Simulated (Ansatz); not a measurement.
Polymorphs of Si$_{2}$Mo, each relaxed with the program Ansatz at the r²SCAN level (PAW):

A: Fddd
a = 4.5768 Å, b = 7.9932 Å, c = 8.7302 Å, α = β = γ = 90.00°

| atom | site | symmetry | x | y | z |
|---|---|---|---|---|---|
| Si | 16f | .2. | 0.0000 | 0.3361 | 0.0000 |
| Mo | 8a | 222 | 0.0000 | 0.0000 | 0.0000 |

B: P6_222
a = b = 4.585 Å, c = 6.577 Å, α = β = 90.00°, γ = 120.00°

```csv
atom,site,symmetry,x,y,z
Si,6j,..2,0.3277,0.1639,0.1667
Mo,3d,222,0.5000,0.0000,0.5000
```

C: MoSi2 or CaC2 type (I4/mmm)
a = 3.202 Å, b = 3.202 Å, c = 7.820 Å, α = 90.00°, β = 90.00°, γ = 90.00°

```json
[
 {"atom": "Si", "site": "4e", "symmetry": "4mm", "x": "0.0000", "y": "0.0000", "z": "0.3353"},
 {"atom": "Mo", "site": "2a", "symmetry": "4/mmm", "x": "0.0000", "y": "0.0000", "z": "0.0000"}
]
```

Task: Put the candidates in order of energy per atom at 0 K, lowest first, for r²SCAN.

Result: C (+0 meV/atom), B (+31 meV/atom), A (+87 meV/atom)

Task: Give each one's gap.

Result: A no gap; B 0.16 eV; C no gap.

Typed or built starts, not in the databases checked: A. Not the usual ambient phase: A; B. All cells were relaxed under the symmetry of their starts (and spin orders); stability against distortions was not tested throughout. Rows with no word on spin ran without spin polarisation. Scalar-relativistic: spin–orbit coupling is off unless named, which matters more the heavier the elements.

Energies hold the estimated change up to a 700 eV cutoff; steps of a few meV lie near the error of the meshes.

Potentials: the earlier of the program's two PAW sets.
